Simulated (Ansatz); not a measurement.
Starting cell, NaHF2 (space group R-3m):

```yaml
crystal:
  lattice:
    - [1.71311, 0.98906, 4.57029]
    - [-1.71311, 0.98906, 4.57029]
    - [0.00000, -1.97813, 4.57029]
  atoms:
    - { symbol: Na, position: [0.00000, 0.00000, 0.00000] }
    - { symbol: H, position: [0.50000, 0.50000, 0.50000] }
    - { symbol: F, position: [0.58278, 0.58278, 0.58278] }
    - { symbol: F, position: [0.41722, 0.41722, 0.41722] }
```

In this cell atom 4 (F, nearest neighbour H at 1.135 Å; its periodic images, 3.4 Å or more away, move with it) is moved by s along Cartesian [110], unit vector (0.707, 0.707, 0.000); all other atoms and the cell stay fixed.

Calculation: r2SCAN (plane waves to 500 eV, PAW, scalar-relativistic; Ansatz, an electronic-structure program). k mesh 9×9×9 (Γ-centred), Fermi-Dirac smearing 0.05 eV. Compression counts positive. F∥ is the force on the atom along that direction. F⊥ is the part of the force across the line. NaHF2 was relaxed with its symmetry unable to fall. 

```json
[
 {"s (Å)": "-0.110", "P (GPa)": "-0.04", "|F⊥| (eV/Å)": "[?]", "F∥ (eV/Å)": "0.308"},
 {"s (Å)": "-0.088", "P (GPa)": "-0.02", "|F⊥| (eV/Å)": "0.055", "F∥ (eV/Å)": "0.248"},
 {"s (Å)": "-0.066", "P (GPa)": "-0.01", "|F⊥| (eV/Å)": "0.031", "F∥ (eV/Å)": "0.187"},
 {"s (Å)": "-0.044", "P (GPa)": "0.00", "|F⊥| (eV/Å)": "[?]", "F∥ (eV/Å)": "0.126"},
 {"s (Å)": "-0.022", "P (GPa)": "0.00", "|F⊥| (eV/Å)": "0.003", "F∥ (eV/Å)": "0.064"},
 {"s (Å)": "0.000", "P (GPa)": "0.00", "|F⊥| (eV/Å)": "0.001", "F∥ (eV/Å)": "0.000"},
 {"s (Å)": "0.022", "P (GPa)": "0.00", "|F⊥| (eV/Å)": "0.003", "F∥ (eV/Å)": "-0.066"},
 {"s (Å)": "0.044", "P (GPa)": "0.00", "|F⊥| (eV/Å)": "[?]", "F∥ (eV/Å)": "-0.133"},
 {"s (Å)": "0.066", "P (GPa)": "-0.01", "|F⊥| (eV/Å)": "0.032", "F∥ (eV/Å)": "-0.203"},
 {"s (Å)": "0.088", "P (GPa)": "-0.02", "|F⊥| (eV/Å)": "[?]", "F∥ (eV/Å)": "-0.276"},
 {"s (Å)": "0.110", "P (GPa)": "-0.02", "|F⊥| (eV/Å)": "0.091", "F∥ (eV/Å)": "-0.352"}
]
```

Fill in the missing entries.


- -0.110, |F⊥| (eV/Å): 0.086
- -0.044, |F⊥| (eV/Å): 0.014
- 0.044, |F⊥| (eV/Å): 0.014
- 0.088, |F⊥| (eV/Å): 0.058

(For displaced atoms, the force is minus the slope of the energy, and its curvature is a force constant, which sets phonon frequencies.)
